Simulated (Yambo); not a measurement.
Absorption of BaF$_{2}$ (fluorite, space group Fm-3m, No. 225) under isotropic strain of -1.5 % on all lattice vectors with and without the electron-hole interaction (Yambo, PBEsol bands; 8×8×8 mesh, 6 valence and 3 conduction bands, static screening with 34 bands and a 4 Ry block, scissor 2.89 eV, Tamm-Dancoff; field along x).

| E (eV) | Im ε, BSE | Im ε, independent quasiparticles |
|---|---|---|
| 7.85 | 0.09 | 0.02 |
| 7.95 | 0.11 | 0.02 |
| 8.05 | 0.12 | 0.02 |
| 8.15 | 0.15 | 0.02 |
| 8.25 | 0.17 | 0.02 |
| 8.35 | 0.21 | 0.02 |
| 8.45 | 0.27 | 0.02 |
| 8.55 | 0.36 | 0.03 |
| 8.65 | 0.51 | 0.03 |
| 8.75 | 0.77 | 0.03 |
| 8.85 | 1.30 | 0.03 |
| 8.95 | 2.38 | 0.03 |
| 9.05 | 3.89 | 0.04 |
| 9.15 | 3.56 | 0.04 |
| 9.25 | 2.05 | 0.04 |
| 9.35 | 1.24 | 0.05 |
| 9.45 | 0.94 | 0.05 |
| 9.55 | 0.93 | 0.06 |
| 9.65 | 1.08 | 0.07 |
| 9.75 | 1.10 | 0.08 |
| 9.85 | 1.18 | 0.09 |
| 9.95 | 1.63 | 0.11 |
| 10.05 | 2.26 | 0.15 |
| 10.15 | 2.26 | 0.18 |
| 10.25 | 1.92 | 0.22 |
| 10.35 | 1.83 | 0.32 |
| 10.45 | 1.89 | 0.50 |
| 10.55 | 2.12 | 0.60 |
| 10.65 | 2.17 | 0.56 |
| 10.75 | 2.38 | 0.55 |
| 10.85 | 2.43 | 0.66 |
| 10.95 | 2.76 | 0.77 |
| 11.05 | 3.22 | 0.93 |
| 11.15 | 3.64 | 1.06 |
| 11.25 | 3.38 | 1.08 |
| 11.35 | 2.84 | 1.08 |
| 11.45 | 2.11 | 1.03 |
| 11.55 | 1.78 | 1.04 |
| 11.65 | 1.54 | 1.13 |
| 11.75 | 1.23 | 1.19 |
| 11.85 | 1.22 | 1.24 |
| 11.95 | 1.08 | 1.51 |
| 12.05 | 0.89 | 1.77 |
| 12.15 | 0.83 | 1.72 |
| 12.25 | 0.73 | 1.56 |
| 12.35 | 0.74 | 1.50 |
| 12.45 | 0.70 | 1.66 |
| 12.55 | 0.63 | 2.11 |
| 12.65 | 0.62 | 2.71 |
| 12.75 | 0.50 | 3.18 |

The scissor comes from a G0W0 run whose convergence isn't established. Broadening 0.15 eV. The band window holds all transitions up to 12.8 eV. Fine structure above the onset can come from the mesh.

Geometry strained from the cell relaxed with PBEsol, atoms relaxed again; primitive cell a = b = c = 4.2709 Å, α = β = γ = 60.00°.
